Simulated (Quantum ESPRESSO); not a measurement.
Simulation results for ZnGa$_{2}$SiN$_{4}$ (made-up cell), Ga$_{3}$SiGeN$_{3}$ (made-up cell), Si$_{2}$BPC$_{4}$ (made-up cell)

Computed with Quantum ESPRESSO 7.5. Calculation on a made-up crystal cell, not a measurement: periodic Kohn-Sham density functional theory in plane waves with PseudoDojo standard norm-conserving scalar-relativistic pseudopotentials, each functional with its own files (v0.5 for PBE, v0.4.1 for LDA and PBEsol), no spin polarisation, no spin-orbit coupling, atoms not relaxed, stress positive in tension, energies less a fixed whole-eV offset for each atom's element; levels are Kohn-Sham levels at fractions of this cell's reciprocal vectors, counted from the reference band (half the neutral cell's valence electrons, rounded up) at Gamma; error bars cover cutoff and k-mesh only, not smearing or the files; added strain carries the atoms with the cell, and shear is the tensor component; each bar is the largest change over components, and at least 0.002 eV, 0.002 eV per angstrom or 0.02 GPa; energies are for the whole cell, and the offsets were chosen from early runs and are not element reference energies.

Settings shared by all entries: functional pbe; fermi dirac smearing 0.025 eV; scf tolerance 1e-07 eV; electrons removed 0.

```yaml
- entry: 1
  formula: ZnGa2SiN4
  kind: "made-up cell"
  structure:
    cell_angstrom:
      - [3.1076, -0.0034, -0.0387]
      - [-0.0059, 5.4589, 0.0574]
      - [-0.0632, 0.0541, 5.091]
    atoms_fractional:
      - [Ga, -0.02289, 0.00919, -0.00126]
      - [Ga, 0.47771, 0.48732, -0.00532]
      - [Zn, 0.45163, 0.18799, 0.48226]
      - [Si, 0.01167, 0.67079, 0.52061]
      - ["N", 0.01264, 0.00833, 0.38018]
      - ["N", 0.46423, 0.5016, 0.40141]
      - ["N", 0.5087, 0.16285, 0.86202]
      - ["N", -0.0392, 0.68447, 0.87262]
  given:
    lattice_type: wurtzite
    "cutoff [eV]": 1143
    k_mesh: "6 x 4 x 4, shifted by half a step"
    atom_site: [1, 2, 3, 4, 5, 6, 7, 8]
    "atom_energy_offset [eV]": [-2080, -2080, -5687, -115, -283, -283, -283, -283]
  results:
    "free_energy_less_offsets [eV]": -2.324
    "smearing_term_minus_ts [eV]": 0.0
    scf_iterations: 13
    "pressure [GPa]": 12.05
    "stress_xx [GPa]": -12.05
    "stress_yy [GPa]": -16.25
    "stress_zz [GPa]": -7.85
    "stress_yz [GPa]": 0.885
    "stress_xz [GPa]": -7.688
    "stress_xy [GPa]": -2.851
    force_site: [1, 2, 3, 4, 5, 6, 7, 8]
    "force_x [eV/angstrom]": [1.868, -0.2437, 2.878, -1.35, -3.158, 1.109, -2.03, 0.9272]
    "force_y [eV/angstrom]": [0.0423, 0.1941, -2.68, 2.715, -5.701, 5.926, 1.513, -2.01]
    "force_z [eV/angstrom]": [1.135, 0.4202, 1.549, -1.67, -0.5124, -0.8068, 1.474, -1.59]
    "error_bar_energy [eV]": 0.002
    "error_bar_stress [GPa]": 0.04053
    "error_bar_force [eV/angstrom]": 0.003044
    error_bars_from: "tighter rerun of this cell"
- entry: 2
  formula: Ga3SiGeN3
  kind: "made-up cell"
  structure:
    cell_angstrom:
      - [4.6322, 0.0456, -0.0616]
      - [0.0456, 4.7435, -0.0024]
      - [-0.0616, -0.0024, 4.6805]
    atoms_fractional:
      - [Ga, -0.0031, -0.00095, 0.0165]
      - [Ga, -0.0227, 0.49523, 0.49433]
      - [Ga, 0.4987, 0.00602, 0.5041]
      - [Ge, 0.4928, 0.49424, -0.00196]
      - ["N", 0.2471, 0.23759, 0.24286]
      - ["N", 0.25991, 0.74154, 0.73488]
      - [Si, 0.74941, 0.25436, 0.75701]
      - ["N", 0.74948, 0.73976, 0.25443]
  given:
    lattice_type: "zincblende/diamond"
    "cutoff [eV]": 1143
    k_mesh: "4 x 4 x 4, shifted by half a step"
    atom_site: [1, 2, 3, 4, 5, 6, 7, 8]
    "atom_energy_offset [eV]": [-2080, -2080, -2080, -2430, -283, -283, -115, -283]
  results:
    "free_energy_less_offsets [eV]": 2.054
    "smearing_term_minus_ts [eV]": 0.0
    scf_iterations: 11
    "pressure [GPa]": 23.8
    "stress_xx [GPa]": -24.31
    "stress_yy [GPa]": -22.2
    "stress_zz [GPa]": -24.9
    "stress_yz [GPa]": 0.5264
    "stress_xz [GPa]": -2.514
    "stress_xy [GPa]": 3.62
    force_site: [1, 2, 3, 4, 5, 6, 7, 8]
    "force_x [eV/angstrom]": [2.779, 4.425, -3.002, -4.092, 0.4486, -0.5585, 1.026, -1.026]
    "force_y [eV/angstrom]": [-3.845, 3.026, -3.669, 4.086, 1.247, -0.1147, -1.238, 0.507]
    "force_z [eV/angstrom]": [2.024, -2.85, -2.979, 3.688, 0.283, 1.047, -0.2852, -0.9268]
    reference_band: 36
    level_k_point: [Gamma, "(1/2,1/2,1/2)", "(0.15,0,0)", "(0,0.15,0)", "(0,0,0.15)"]
    "next_band_up [eV]": [0.4827, 1.159, 1.09, 1.068, 1.13]
    "error_bar_energy [eV]": 0.005957
    "error_bar_stress [GPa]": 0.02
    "error_bar_force [eV/angstrom]": 0.002536
    "error_bar_next_band_up [eV]": 0.002
    error_bars_from: "tighter rerun of this cell"
- entry: 3
  formula: Si2BPC4
  kind: "made-up cell"
  structure:
    cell_angstrom:
      - [3.1097, -0.0131, -0.0191]
      - [-0.0227, 5.3992, 0.0705]
      - [-0.0313, 0.0665, 5.0446]
    atoms_fractional:
      - [Si, -0.02919, 0.01283, -0.00873]
      - [B, 0.50039, 0.48819, 0.00215]
      - [P, 0.48129, 0.17468, 0.53021]
      - [Si, 0.00538, 0.60409, 0.49911]
      - [C, 0.01909, 0.01229, 0.36381]
      - [C, 0.53067, 0.52435, 0.4069]
      - [C, 0.50119, 0.16983, 0.8724]
      - [C, -0.01185, 0.64684, 0.87416]
  given:
    lattice_type: wurtzite
    "cutoff [eV]": 1116
    k_mesh: "6 x 4 x 4, shifted by half a step"
    atom_site: [1, 2, 3, 4, 5, 6, 7, 8]
    "atom_energy_offset [eV]": [-115, -79, -189, -115, -163, -163, -163, -163]
  results:
    "free_energy_less_offsets [eV]": 0.005687
    "smearing_term_minus_ts [eV]": 0.0
    scf_iterations: 12
    "pressure [GPa]": -9.831
    "stress_xx [GPa]": -2.467
    "stress_yy [GPa]": 23.62
    "stress_zz [GPa]": 8.343
    "stress_yz [GPa]": 6.47
    "stress_xz [GPa]": -7.367
    "stress_xy [GPa]": -2.092
    force_site: [1, 2, 3, 4, 5, 6, 7, 8]
    "force_x [eV/angstrom]": [2.267, 0.1605, 1.323, 5.021, -0.979, -5.917, -2.024, 0.1477]
    "force_y [eV/angstrom]": [-3.349, 1.834, -0.2705, 6.604, 0.4273, -6.248, 1.717, -0.7155]
    "force_z [eV/angstrom]": [0.1362, -1.133, -3.618, 4.238, 2.271, -5.49, 1.367, 2.229]
    "error_bar_energy [eV]": 0.002309
    "error_bar_stress [GPa]": 0.1668
    "error_bar_force [eV/angstrom]": 0.006915
    error_bars_from: "tighter rerun of a related cell"
- entry: 4
  formula: Si2BPC4
  kind: "made-up cell"
  structure:
    cell_angstrom:
      - [3.1097, -0.0131, -0.0191]
      - [-0.0227, 5.3992, 0.0705]
      - [-0.0313, 0.0665, 5.0446]
    atoms_fractional:
      - [Si, -0.02919, 0.01283, -0.00873]
      - [B, 0.50039, 0.48819, 0.00215]
      - [P, 0.48129, 0.17468, 0.53021]
      - [Si, 0.00555, 0.62759, 0.49878]
      - [C, 0.01909, 0.01229, 0.36381]
      - [C, 0.53067, 0.52435, 0.4069]
      - [C, 0.50119, 0.16983, 0.8724]
      - [C, -0.01185, 0.64684, 0.87416]
  given:
    lattice_type: wurtzite
    "cutoff [eV]": 1116
    k_mesh: "6 x 4 x 4, shifted by half a step"
    atom_site: [1, 2, 3, 4, 5, 6, 7, 8]
    "atom_energy_offset [eV]": [-115, -79, -189, -115, -163, -163, -163, -163]
  results:
    "free_energy_less_offsets [eV]": -0.7517
    "smearing_term_minus_ts [eV]": 0.0
    scf_iterations: 12
    "pressure [GPa]": -12.14
    "stress_xx [GPa]": 3.248
    "stress_yy [GPa]": 24.91
    "stress_zz [GPa]": 8.251
    "stress_yz [GPa]": 5.166
    "stress_xz [GPa]": -6.541
    "stress_xy [GPa]": -2.149
    force_site: [1, 2, 3, 4, 5, 6, 7, 8]
    "force_x [eV/angstrom]": [2.254, 0.1639, 1.375, 4.069, -1.015, -4.953, -2.025, 0.1308]
    "force_y [eV/angstrom]": [-3.348, 1.915, 0.5913, 5.19, 0.27, -5.932, 1.668, -0.3552]
    "force_z [eV/angstrom]": [0.06927, -1.061, -3.54, 3.305, 2.362, -4.831, 1.364, 2.332]
    "error_bar_energy [eV]": 0.002309
    "error_bar_stress [GPa]": 0.1668
    "error_bar_force [eV/angstrom]": 0.006915
    error_bars_from: "tighter rerun of a related cell"
- entry: 5
  formula: Si2BPC4
  kind: "made-up cell"
  structure:
    cell_angstrom:
      - [3.1097, -0.0131, -0.0191]
      - [-0.0227, 5.3992, 0.0705]
      - [-0.0313, 0.0665, 5.0446]
    atoms_fractional:
      - [Si, -0.02919, 0.01283, -0.00873]
      - [B, 0.50039, 0.48819, 0.00215]
      - [P, 0.48129, 0.17468, 0.53021]
      - [Si, 0.00564, 0.64028, 0.49861]
      - [C, 0.01909, 0.01229, 0.36381]
      - [C, 0.53067, 0.52435, 0.4069]
      - [C, 0.50119, 0.16983, 0.8724]
      - [C, -0.01185, 0.64684, 0.87416]
  given:
    lattice_type: wurtzite
    "cutoff [eV]": 1116
    k_mesh: "6 x 4 x 4, shifted by half a step"
    atom_site: [1, 2, 3, 4, 5, 6, 7, 8]
    "atom_energy_offset [eV]": [-115, -79, -189, -115, -163, -163, -163, -163]
  results:
    "free_energy_less_offsets [eV]": -1.07
    "smearing_term_minus_ts [eV]": 0.0
    scf_iterations: 12
    "pressure [GPa]": -13.25
    "stress_xx [GPa]": 6.125
    "stress_yy [GPa]": 25.46
    "stress_zz [GPa]": 8.157
    "stress_yz [GPa]": 4.777
    "stress_xz [GPa]": -6.083
    "stress_xy [GPa]": -2.0
    force_site: [1, 2, 3, 4, 5, 6, 7, 8]
    "force_x [eV/angstrom]": [2.246, 0.1637, 1.39, 3.548, -1.023, -4.424, -2.024, 0.1233]
    "force_y [eV/angstrom]": [-3.347, 1.964, 1.06, 4.08, 0.308, -5.538, 1.637, -0.1637]
    "force_z [eV/angstrom]": [0.0331, -1.019, -3.479, 2.849, 2.38, -4.496, 1.364, 2.369]
    "error_bar_energy [eV]": 0.002309
    "error_bar_stress [GPa]": 0.1668
    "error_bar_force [eV/angstrom]": 0.006915
    error_bars_from: "tighter rerun of a related cell"
- entry: 6
  formula: Si2BPC4
  kind: "made-up cell"
  structure:
    cell_angstrom:
      - [3.1097, -0.0131, -0.0191]
      - [-0.0227, 5.3992, 0.0705]
      - [-0.0313, 0.0665, 5.0446]
    atoms_fractional:
      - [Si, -0.02919, 0.01283, -0.00873]
      - [B, 0.50039, 0.48819, 0.00215]
      - [P, 0.48129, 0.17468, 0.53021]
      - [Si, 0.00575, 0.65488, 0.4984]
      - [C, 0.01909, 0.01229, 0.36381]
      - [C, 0.53067, 0.52435, 0.4069]
      - [C, 0.50119, 0.16983, 0.8724]
      - [C, -0.01185, 0.64684, 0.87416]
  given:
    lattice_type: wurtzite
    "cutoff [eV]": 1116
    k_mesh: "6 x 4 x 4, shifted by half a step"
    atom_site: [1, 2, 3, 4, 5, 6, 7, 8]
    "atom_energy_offset [eV]": [-115, -79, -189, -115, -163, -163, -163, -163]
  results:
    "free_energy_less_offsets [eV]": -1.332
    "smearing_term_minus_ts [eV]": 0.0
    scf_iterations: 13
    "pressure [GPa]": -14.32
    "stress_xx [GPa]": 9.1
    "stress_yy [GPa]": 25.88
    "stress_zz [GPa]": 7.994
    "stress_yz [GPa]": 4.612
    "stress_xz [GPa]": -5.566
    "stress_xy [GPa]": -1.706
    force_site: [1, 2, 3, 4, 5, 6, 7, 8]
    "force_x [eV/angstrom]": [2.236, 0.1618, 1.397, 2.967, -1.022, -3.834, -2.023, 0.1165]
    "force_y [eV/angstrom]": [-3.348, 2.022, 1.594, 2.517, 0.5006, -4.938, 1.6, 0.05315]
    "force_z [eV/angstrom]": [-0.004878, -0.9709, -3.396, 2.409, 2.352, -4.147, 1.366, 2.392]
    "error_bar_energy [eV]": 0.002309
    "error_bar_stress [GPa]": 0.1668
    "error_bar_force [eV/angstrom]": 0.006915
    error_bars_from: "tighter rerun of a related cell"
- entry: 7
  formula: Si2BPC4
  kind: "made-up cell"
  structure:
    cell_angstrom:
      - [3.1097, -0.0131, -0.0191]
      - [-0.0227, 5.3992, 0.0705]
      - [-0.0313, 0.0665, 5.0446]
    atoms_fractional:
      - [Si, -0.02919, 0.01283, -0.00873]
      - [B, 0.50039, 0.48819, 0.00215]
      - [P, 0.48129, 0.17468, 0.53021]
      - [Si, 0.00578, 0.65931, 0.49834]
      - [C, 0.01909, 0.01229, 0.36381]
      - [C, 0.53067, 0.52435, 0.4069]
      - [C, 0.50119, 0.16983, 0.8724]
      - [C, -0.01185, 0.64684, 0.87416]
  given:
    lattice_type: wurtzite
    "cutoff [eV]": 1116
    k_mesh: "6 x 4 x 4, shifted by half a step"
    atom_site: [1, 2, 3, 4, 5, 6, 7, 8]
    "atom_energy_offset [eV]": [-115, -79, -189, -115, -163, -163, -163, -163]
  results:
    "free_energy_less_offsets [eV]": -1.386
    "smearing_term_minus_ts [eV]": 0.0
    scf_iterations: 13
    "pressure [GPa]": -14.59
    "stress_xx [GPa]": 9.916
    "stress_yy [GPa]": 25.93
    "stress_zz [GPa]": 7.93
    "stress_yz [GPa]": 4.624
    "stress_xz [GPa]": -5.413
    "stress_xy [GPa]": -1.597
    force_site: [1, 2, 3, 4, 5, 6, 7, 8]
    "force_x [eV/angstrom]": [2.233, 0.1609, 1.397, 2.797, -1.019, -3.662, -2.022, 0.1148]
    "force_y [eV/angstrom]": [-3.349, 2.039, 1.754, 1.983, 0.5974, -4.732, 1.589, 0.1181]
    "force_z [eV/angstrom]": [-0.01525, -0.9564, -3.368, 2.3, 2.33, -4.05, 1.366, 2.394]
    "error_bar_energy [eV]": 0.002309
    "error_bar_stress [GPa]": 0.1668
    "error_bar_force [eV/angstrom]": 0.006915
    error_bars_from: "tighter rerun of a related cell"
- entry: 8
  formula: Si2BPC4
  kind: "made-up cell"
  structure:
    cell_angstrom:
      - [3.1097, -0.0131, -0.0191]
      - [-0.0227, 5.3992, 0.0705]
      - [-0.0313, 0.0665, 5.0446]
    atoms_fractional:
      - [Si, -0.02919, 0.01283, -0.00873]
      - [B, 0.50039, 0.48819, 0.00215]
      - [P, 0.48129, 0.17468, 0.53021]
      - [Si, 0.00584, 0.66859, 0.49821]
      - [C, 0.01909, 0.01229, 0.36381]
      - [C, 0.53067, 0.52435, 0.4069]
      - [C, 0.50119, 0.16983, 0.8724]
      - [C, -0.01185, 0.64684, 0.87416]
  given:
    lattice_type: wurtzite
    "cutoff [eV]": 1116
    k_mesh: "6 x 4 x 4, shifted by half a step"
    atom_site: [1, 2, 3, 4, 5, 6, 7, 8]
    "atom_energy_offset [eV]": [-115, -79, -189, -115, -163, -163, -163, -163]
  results:
    "free_energy_less_offsets [eV]": -1.456
    "smearing_term_minus_ts [eV]": 0.0
    scf_iterations: 13
    "pressure [GPa]": -15.06
    "stress_xx [GPa]": 11.48
    "stress_yy [GPa]": 25.92
    "stress_zz [GPa]": 7.766
    "stress_yz [GPa]": 4.747
    "stress_xz [GPa]": -5.098
    "stress_xy [GPa]": -1.344
    force_site: [1, 2, 3, 4, 5, 6, 7, 8]
    "force_x [eV/angstrom]": [2.226, 0.1584, 1.394, 2.451, -1.008, -3.313, -2.021, 0.1119]
    "force_y [eV/angstrom]": [-3.351, 2.077, 2.085, 0.776, 0.8696, -4.274, 1.564, 0.2529]
    "force_z [eV/angstrom]": [-0.03492, -0.9265, -3.307, 2.114, 2.257, -3.862, 1.367, 2.393]
    "error_bar_energy [eV]": 0.002309
    "error_bar_stress [GPa]": 0.1668
    "error_bar_force [eV/angstrom]": 0.006915
    error_bars_from: "tighter rerun of a related cell"
```
